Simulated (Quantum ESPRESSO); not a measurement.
pw.x input (Quantum ESPRESSO 7.5; PBEsol, PseudoDojo standard norm-conserving files, scalar-relativistic):

```
&CONTROL
  calculation = 'scf'
  pseudo_dir = './pseudo'
  outdir = './out'
  tprnfor = .true.
  tstress = .true.
/
&SYSTEM
  ibrav = 0
  nat = 2
  ntyp = 2
  ecutwfc = 110.0
  ecutrho = 440.0
  occupations = 'smearing'
  smearing = 'fd'
  degauss = 0.005
  nbnd = 18
/
&ELECTRONS
  conv_thr = 2e-10
/
ATOMIC_SPECIES
Te 127.6000 Te.upf
La 138.9055 La.upf
CELL_PARAMETERS angstrom
  0.000000000000   3.247130000000   3.247130000000
  3.247130000000   0.000000000000   3.247130000000
  3.247130000000   3.247130000000   0.000000000000
ATOMIC_POSITIONS crystal
Te   0.500000000000   0.500000000000   0.500000000000
La   0.000000000000   0.000000000000   0.000000000000
K_POINTS automatic
12 12 12 0 0 0
```

End of the output:

```

[...]
     the Fermi energy is    11.2732 ev
!    total energy              =    -279.67496745 Ry
     estimated scf accuracy    <          9.5E-11 Ry
     smearing contrib. (-TS)   =      -0.00154452 Ry
     internal energy E=F+TS    =    -279.67342293 Ry
     The total energy is F=E-TS. E is the sum of the following terms:
     one-electron contribution =    -105.93807418 Ry
     hartree contribution      =      63.73205968 Ry
     xc contribution           =     -65.36711333 Ry
     ewald contribution        =    -172.10029510 Ry
     convergence has been achieved in   8 iterations
     Forces acting on atoms (cartesian axes, Ry/au):
     atom    1 type  1   force =     0.00000000    0.00000000    0.00000000
     atom    2 type  2   force =     0.00000000    0.00000000    0.00000000
     Total force =     0.000000     Total SCF correction =     0.000000
     Computing stress (Cartesian axis) and pressure
          total   stress  (Ry/bohr**3)                   (kbar)     P=      -27.38
  -0.00018614  -0.00000000   0.00000000          -27.38       -0.00        0.00
   0.00000000  -0.00018614   0.00000000            0.00      -27.38        0.00
   0.00000000   0.00000000  -0.00018614            0.00        0.00      -27.38
```

Spin-orbit coupling is not included.

Geometry of the Materials Project entry, not relaxed at this level.
